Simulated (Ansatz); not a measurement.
Input, command and steps of an Ansatz relaxation.

```yaml
crystal:
  lattice:
    - [3.5889185293, 0.0, 0.0]
    - [0.0, 3.5889185293, 0.0]
    - [0.0, 0.0, 3.5889185293]
  atoms:
    - { symbol: Tl, position: [0.0, 0.0, 0.0] }
    - { symbol: H, position: [0.0, 0.5, 0.5] }
    - { symbol: H, position: [0.5, 0.0, 0.5] }
    - { symbol: H, position: [0.5, 0.5, 0.0] }
basis:
  ecutwfc: 420
kpoints:
  mp_grid: { grid: [6, 6, 6] }
hamiltonian:
  xc: pbe
scf:
  occupations: { method: gaussian, width: 0.1 }
  lower_state_search: "off"
output:
  forces: true
  stress: true
  eigenvalues: true
relax:
  adjacent_minimum: "off"
  f_tol: 0.04
  max_steps: 70
  cell: { stress_tol: 0.4 }
```

```bash
ansatz run input.yaml --threads 1 --pin off --max-ram 2560MiB --backend cpu --events-out ev --progress --plain --runs-dir out
```

Level of theory: DFT PBE, scalar-relativistic, plane waves, PAW in Ansatz.

Of 5 frames 5 are shown, positions in Å and forces in eV/Å; the SCF threshold varies from step to step. Steps run on the plane waves of an earlier cell, with a Pulay correction in the pressure. The basis is chosen afresh for the last frame, the zero of the energies, and at times for earlier ones too; energy and pressure step there, also at an unchanged geometry.

```xyz
4
Lattice="3.5889 0.0000 0.0000 0.0000 3.5889 0.0000 0.0000 0.0000 3.5889" Properties=species:S:1:pos:R:3:forces:R:3 pbc="T T T" step=1 free_energy_over_end_meV_per_atom=19.86 pressure_GPa=-4.66
Tl    0.0000    0.0000    0.0000    0.0000    0.0000    0.0000
H     0.0000    1.7945    1.7945    0.0000    0.0000    0.0000
H     1.7945    0.0000    1.7945    0.0000    0.0000    0.0000
H     1.7945    1.7945    0.0000    0.0000    0.0000    0.0000
4
Lattice="3.4140 0.0000 0.0000 0.0000 3.4140 0.0000 0.0000 0.0000 3.4140" Properties=species:S:1:pos:R:3:forces:R:3 pbc="T T T" step=2 free_energy_over_end_meV_per_atom=1.59 pressure_GPa=2.37
Tl    0.0000    0.0000    0.0000    0.0000    0.0000    0.0000
H     0.0000    1.7070    1.7070    0.0000    0.0000    0.0000
H     1.7070    0.0000    1.7070    0.0000    0.0000    0.0000
H     1.7070    1.7070    0.0000    0.0000    0.0000    0.0000
4
Lattice="3.4691 0.0000 0.0000 0.0000 3.4691 0.0000 0.0000 0.0000 3.4691" Properties=species:S:1:pos:R:3:forces:R:3 pbc="T T T" step=3 free_energy_over_end_meV_per_atom=-0.64 pressure_GPa=-0.47
Tl    0.0000    0.0000    0.0000    0.0000    0.0000    0.0000
H     0.0000    1.7345    1.7345    0.0000    0.0000    0.0000
H     1.7345    0.0000    1.7345    0.0000    0.0000    0.0000
H     1.7345    1.7345    0.0000    0.0000    0.0000    0.0000
4
Lattice="3.4596 0.0000 0.0000 0.0000 3.4596 0.0000 0.0000 0.0000 3.4596" Properties=species:S:1:pos:R:3:forces:R:3 pbc="T T T" step=4 free_energy_over_end_meV_per_atom=-0.85 pressure_GPa=-0.03
Tl    0.0000    0.0000    0.0000    0.0000    0.0000    0.0000
H     0.0000    1.7298    1.7298    0.0000    0.0000    0.0000
H     1.7298    0.0000    1.7298    0.0000    0.0000    0.0000
H     1.7298    1.7298    0.0000    0.0000    0.0000    0.0000
4
Lattice="3.4596 0.0000 0.0000 0.0000 3.4596 0.0000 0.0000 0.0000 3.4596" Properties=species:S:1:pos:R:3:forces:R:3 pbc="T T T" step=5 free_energy_over_end_meV_per_atom=0.00 pressure_GPa=-0.10
Tl    0.0000    0.0000    0.0000    0.0000    0.0000    0.0000
H     0.0000    1.7298    1.7298    0.0000    0.0000    0.0000
H     1.7298    0.0000    1.7298    0.0000    0.0000    0.0000
H     1.7298    1.7298    0.0000    0.0000    0.0000    0.0000
```

The start puts this composition into another compound's structure type, which needn't suit it. At the end the space group is Pm-3m (tolerance 0.05 Å).

Time: 7 s on 1 thread of Intel(R) Xeon(R) Platinum 8259CL CPU @ 2.50GHz (Skylake/Cascade Lake), on a shared host, peak memory 0.32 GiB.

The k mesh is coarse. Spin–orbit coupling is left out, which can shift energies with elements as heavy as these.